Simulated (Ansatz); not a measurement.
An Ansatz input:

```yaml
crystal:
  lattice:
    - [2.3972081792, 0.0, 0.0]
    - [-1.1986040896, 2.0760431813, 0.0]
    - [0.0, 0.0, 7.7151118029]
  atoms:
    - { symbol: Fe, position: [1.0, 0.0, 0.0] }
    - { symbol: Fe, position: [1.0, 0.0, 0.5] }
    - { symbol: Fe, position: [0.3333333333, 0.6666666667, 0.25] }
    - { symbol: Fe, position: [0.6666666667, 0.3333333333, 0.75] }
hamiltonian:
  xc: lda
  pseudopotentials:
    kind: paw
    azcp:
      Fe: "pseudopotentials/Fe.paw.azcp"
basis:
  ecutwfc: 420
  fft_grid_basis: typed
kpoints:
  mp_grid: { grid: [17, 17, 5], shift: [0, 0, 0] }
magnetization:
  spin_polarized: false
scf:
  occupations: { method: fermi_dirac, width: 0.1 }
  lower_state_search: "off"
output:
  stress: true
  write_density: true
  write_potential: true
  elf: true
  volumetric_format: npy
```

Terminal output

```
Warning: the record states the generating functional pbe (its physics header spells it `PBE`), which answers neither for hamiltonian.xc's functional nor for the lda family's — results may be inconsistent (PPs are generated against a specific XC)
Engine: ansatz 0.2.0, x86_64-unknown-linux-gnu
Pseudopotentials: kind: paw
Pseudopotential: Fe, paw, valence charge 16, recommended cutoff 420 eV (normal) 
Functional definition: SPW92
  exchange = slater_x
  correlation = pw_c
Crystal: 4 atoms, lattice volume = 38.396 Å³
Basis set: ecut = 420 eV, 727 PW (Γ)
Bands: 39, of which v1, the nominal top of the filled ones, is band 32 counted from 1 (31 counted from 0)
Symmetry: 24 space group operations
Space group: P63/mmc (ITA 194), of the structure as read, at distance tolerance 3.4e-5 Å
k-points: 99 of 1445
Non-local potential: Fe, projectors of the file, l = 0: 3, l = 1: 2, l = 2: 3, l = 3: 1
PAW form: soft (Blöchl's): semilocal exchange-correlation on the pseudo side does not see the compensation charge
PAW frozen core: Fe, regenerated for the run's functional, and the local potential with it (the file was generated under x = pbe(κ = 0.804, μ = 0.2195149727645171), c = pbe(β = 0.06672455060314922))
PAW one-centre angular grid: Fe, 590 points (default); XC on 64 Gauss nodes
Initial density: superposition of atomic densities (neutral atoms: chi_scale 0, normalization atom), corrected by the library's trained network
Initial wavefunctions: pseudopotential atomic-orbital guess
Functional: x = slater, c = lda
SCF iter   1: F=—  HF=-17680.283527 eV  |F-HF|=—  |Δ(HF+E_count)|=         —  Δρ=3.24e-2  dr2=3.46e-1  ethr=1.77e-3  ⟨swp⟩=4.8  Hψ=11884  notcnv=0
SCF iter   2: F=—  HF=-17680.262647 eV  |F-HF|=—  |Δ(HF+E_count)|=   2.09e-2  Δρ=1.89e-2  dr2=1.58e-1  ethr=5.41e-4  ⟨swp⟩=2.0  Hψ=4998  notcnv=0
SCF iter   3: F=—  HF=-17680.256487 eV  |F-HF|=—  |Δ(HF+E_count)|=   6.16e-3  Δρ=5.59e-3  dr2=1.32e-2  ethr=2.48e-4  ⟨swp⟩=1.0  Hψ=3864  notcnv=0
SCF iter   4: F=—  HF=-17680.255663 eV  |F-HF|=—  |Δ(HF+E_count)|=   8.25e-4  Δρ=9.67e-4  dr2=1.67e-4  ethr=2.06e-5  ⟨swp⟩=1.9  Hψ=4950  notcnv=0
SCF iter   5: F=—  HF=-17680.255712 eV  |F-HF|=—  |Δ(HF+E_count)|=   4.95e-5  Δρ=1.75e-4  dr2=6.24e-6  ethr=2.61e-7  ⟨swp⟩=2.1  Hψ=5796  notcnv=0
SCF iter   6: F=—  HF=-17680.255720 eV  |F-HF|=—  |Δ(HF+E_count)|=   8.03e-6  Δρ=1.23e-4  dr2=3.12e-6  ethr=9.75e-9  ⟨swp⟩=2.2  Hψ=7204  notcnv=0
SCF iter   7: F=-17680.255720 eV  HF=-17680.255720 eV  |F-HF|=4.14e-9  |Δ(HF+E_count)|=   7.35e-7  Δρ=4.79e-6  dr2=5.51e-9  ethr=1.56e-10  ⟨swp⟩=8.8  Hψ=31749  notcnv=0
the search or the solves at the SCF's close seem to have found levels that the self-consistency loop had missed (the run counts 1). By its estimate they hold under 1e-12 electrons; where the run keeps them, the occupations were computed again with them
SCF 1 converged in 7 iterations: F = -17680.255720 eV  dr2 = 5.51e-9
SCF converged after 7 iterations
Free energy (F): -17680.255720 eV
Harris-Foulkes:  -17680.255720 eV  (|F-HF|=4.14e-9)
Internal energy: -17680.052961 eV  (E = F + TS)
E sigma→0 (E₀):  -17680.154340 eV
Entropy (-TS):   -0.202759 eV (-50.690 meV/atom)
Fermi energy:    22.219669 eV
--- Per-component energies (eV) ---
  E_band       = -624.990122
  E_kinetic    = 1431.936359
  E_local      = -7418.214539  (includes V_loc(G=0)·N_el)
  E_nonlocal   = 868.898762
  E_hartree    = 3145.912111
  E_xc         = -478.777762
  E_vxc        = -619.792200  (∫ρ·V_xc dr)
  E_paw        = -5212.278200  (= ΣΔE_a)
  E_vpaw       = -1179.644717  (= ΣTr[D̂ρ^β])
  E_aug_tail   = 0.003830  (compensation charges beyond the density's cutoff)
  E_ewald      = -10019.139665
  E_core_change = 1.606143  (= ΣΔE_core)
  E_smearing   = -0.202759  (= −TS)
  E_closure    = -0.000000  (closes the sum)
  Σ components = -17680.255720   (vs F -17680.255720, Δ=0.00e0)
--- Stress (GPa, compression-positive) ---
        0.025014       0.000000       0.000000
       -0.000000       0.025014       0.000000
        0.000000       0.000000      -0.069009
  P = ⅓ Tr σ = -0.0063 GPa (-0.063 kbar)
--- Band table (eV; the first three rows and the last of 99) ---
  k-point 0: bands = ["-64.3378", "-64.2625", "-64.2442", "-64.1686", "-31.1187", "-30.7482", "-30.7106", "-30.4468", "-30.4468", "-30.3960", "-30.3960", "-30.3880", "-30.3880", "-30.3370", "-30.3370", "-30.3272", "12.9094", "15.3875", "15.3958", "16.8877", "19.8720", "19.8743", "20.2370", "20.2370", "20.2700", "20.2700", "20.4523", "20.6695", "20.6695", "20.7524", "20.7524", "21.7062", "21.7062", "22.2038", "22.2038", "22.5554", "22.6145", "22.6145", "23.2248"]
  k-point 1: bands = ["-64.3337", "-64.2809", "-64.2258", "-64.1727", "-31.0999", "-30.8523", "-30.6052", "-30.4441", "-30.4441", "-30.4094", "-30.4094", "-30.3746", "-30.3746", "-30.3471", "-30.3397", "-30.3397", "13.0253", "14.6134", "16.1026", "16.8745", "19.9417", "20.0377", "20.2649", "20.2649", "20.3018", "20.3018", "20.4068", "20.6199", "20.6199", "20.6995", "20.6995", "21.7672", "21.7672", "22.1621", "22.1621", "22.2000", "22.6869", "22.6869", "23.1754"]
  k-point 2: bands = ["-64.3219", "-64.3036", "-64.2030", "-64.1846", "-31.0455", "-30.9602", "-30.4941", "-30.4364", "-30.4364", "-30.4244", "-30.4244", "-30.4049", "-30.3596", "-30.3596", "-30.3475", "-30.3475", "13.3665", "13.9106", "16.5834", "16.8046", "20.1074", "20.2811", "20.3377", "20.3377", "20.3713", "20.3713", "20.5311", "20.5311", "20.5637", "20.5821", "20.5821", "21.3886", "21.9061", "21.9061", "22.0531", "22.0531", "22.8560", "22.8560", "23.0398"]
  k-point 98: bands = ["-64.1528", "-64.1522", "-64.1327", "-64.1322", "-30.9302", "-30.9274", "-30.9040", "-30.8706", "-30.7935", "-30.7790", "-30.7339", "-30.7101", "-30.5705", "-30.5269", "-30.5028", "-30.5002", "18.0497", "18.1000", "18.4080", "18.4754", "18.5803", "18.6916", "18.7437", "18.8061", "19.8390", "19.9091", "19.9270", "20.0338", "21.3735", "21.4200", "22.0943", "22.1564", "22.9468", "23.0257", "23.2003", "23.2338", "28.3456", "28.5245", "29.4810"]
```
